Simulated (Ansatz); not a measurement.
Relaxed-ion elastic tensor of HfN (NiAs type, P6_3/mmc) in GPa (Voigt order), LDA in the plane-wave PAW code Ansatz; density 14.33 g/cm³, 11.16 Å³ per atom.

```
573  163  149  0.0  0.0  0.0
163  573  149  0.0  0.0  0.0
149  149  598  0.0  0.0  0.0
0.0  0.0  0.0  145  0.0  0.0
0.0  0.0  0.0  0.0  145  0.0
0.0  0.0  0.0  0.0  0.0  205
```

### Question
Is the crystal mechanically stable?

### Answer
Yes: the smallest eigenvalue of C is 145 GPa.

### Question
Work out the Voigt, Reuss and Hill averages.

### Answer
K_V = 296, K_R = 296, K_H = 296; G_V = 185, G_R = 178, G_H = 182 GPa.

### Question
Give Young's modulus, Poisson's ratio, Pugh's ratio and the universal anisotropy index.

### Answer
E = 9KG/(3K + G) = 452 GPa; ν = 0.25; K/G = 1.63 (brittle by the Pugh limit of 1.75); A_U = 5G_V/G_R + K_V/K_R − 6 = 0.17.

### Question
Estimate the sound speeds and the Debye temperature.

### Answer
v_l = √((K + 4G/3)/ρ) = 6130 m/s, v_t = √(G/ρ) = 3560 m/s, mean 3950 m/s; Θ = (h/k)(3n/4πV)^(1/3) v_m = 526 K.

### Question
Solve the Christoffel equation for the three sound speeds along x, y, z.

### Answer
Eigenvalues of C_ijkl n_j n_l equal ρv². In km/s, slowest first: x 3.18, 3.78, 6.32; y 3.18, 3.78, 6.32; z 3.18, 3.18, 6.46.

### Question
How much does each axis shrink under pressure?

### Answer
Linear compressibilities β_i = Σ_j S_ij (j = 1 to 3): x 1.1, y 1.1, z 1.1 per TPa.

The first step of the workflow began from a Materials Project structure, measured or hypothetical; the Crystallography Open Database copy checked does not list it. It is not the phase usual at ambient conditions (space group No. 225). The LDA relaxation kept the symmetry of its start; its stability against distortions is not shown here. The run is not spin-polarised. As this level gives no gap, shear constants depend on the k-mesh and smearing (Fermi–Dirac, 0.1 eV here). Scalar-relativistic: spin–orbit coupling is off unless named, which matters more the heavier the elements.

Potentials: the later of the program's two PAW sets.
